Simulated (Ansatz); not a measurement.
Input:

C:
```xyz
6
Lattice="1.2538 0.7239 6.2247 -1.2538 0.7239 6.2247 0.0000 -1.4478 6.2247" Properties=species:S:1:pos:R:3 pbc="T T T"
C      0.0000     0.0000    13.7376
C      0.0000     0.0000    15.3009
C      0.0000     0.0000     3.3734
C      0.0000     0.0000     4.9367
C      0.0000     0.0000    17.9048
C      0.0000     0.0000     0.7694
```

This is the r²SCAN-relaxed structure. Cartesian axes are those of the cell as given.

Q: All from the program Ansatz at the r²SCAN level (PAW), unless another level is named. Estimate the bulk modulus (Birch–Murnaghan fit).

A: 450 GPa.

Q: Next, the elastic constants (relaxed ions, GPa)?

A: C11 = 1230, C12 = 92.8, C13 = 24.2, C14 = 15.0, C33 = 1310, C44 = 499.

Space group R-3m. The start of the workflow was typed in or built on a structure type; the Crystallography Open Database files this formula in space group No. 166, but the cells were not matched. It is not the phase usual at ambient conditions (space group No. 194, 227). Symmetry was held in the r²SCAN relaxation; whether a distortion lowers the energy is not shown.

Potentials: the earlier of the program's two PAW sets.
